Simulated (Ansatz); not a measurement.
Be:
Space group P6₃/mmc (No. 194); a = b = 2.261 Å, c = 3.569 Å, α = β = 90.00°, γ = 120.00°

```tsv
atom	site	symmetry	x	y	z
Be	2d	-6m2	0.6667	0.3333	0.2500
```

Relaxed with r²SCAN.

Question: Decompose the optical modes at the zone centre into irreducible representations, and say which are infrared and Raman allowed.

Answer: Point group 6/mmm: Γ_opt = B1g + E2g. Infrared: none. Raman: E2g.

Question: Assign frequencies (DFPT, r²SCAN in the plane-wave PAW code Ansatz).

Answer: E2g 468, B1g 711 cm⁻¹.

Subscripts of B labels follow the axes of the standard setting.

Space group P6_3/mmc (hcp (Mg type)). The cell was relaxed with r²SCAN under the symmetry of its start; of distortions, only those at the zone centre were tested. As this level gives no gap, phonon frequencies hold no LO–TO term and depend on the k-mesh and smearing (Fermi–Dirac, 0.1 eV here). Axis ratios of metals converge slowly with the k-mesh, so a and c are less sure than the volume.

Potentials: the earlier of the program's two PAW sets.
